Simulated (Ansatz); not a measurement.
Consider the following.

TaW:
```
TaW
1.0
    1.52650    -5.10740     0.00000
    1.52650     5.10740     0.00000
    0.00000     0.00000     4.50921
Ta W
2 2
Direct
  0.64872   0.35128   0.25000
  0.35128   0.64872   0.75000
  0.91408   0.08592   0.25000
  0.08592   0.91408   0.75000
```

This is the r²SCAN-relaxed structure.

### Question
All from r²SCAN (plane waves, PAW; program Ansatz), unless another level is named. Predict the density of states at the Fermi level.

### Answer
0.86 states/eV per atom (mean over ±0.08 eV).

### Question
Predict the formation energy from the elements (no fitted shifts).

### Answer
561 meV/atom.

Space group Cmcm. The start of the workflow was typed in or built on a structure type; neither database checked (COD, Materials Project) lists it. Its standing as an ambient phase is unchecked. The r²SCAN relaxation kept the symmetry of its start; its stability against distortions is not shown here. The run is not spin-polarised. Its formation energy is positive at this level, so the cell may be metastable or incomplete. The references are the lowest solids computed at this level, not always the standard phases. Spin–orbit coupling is left out wherever it is not named.

Potentials: the earlier of the program's two PAW sets.
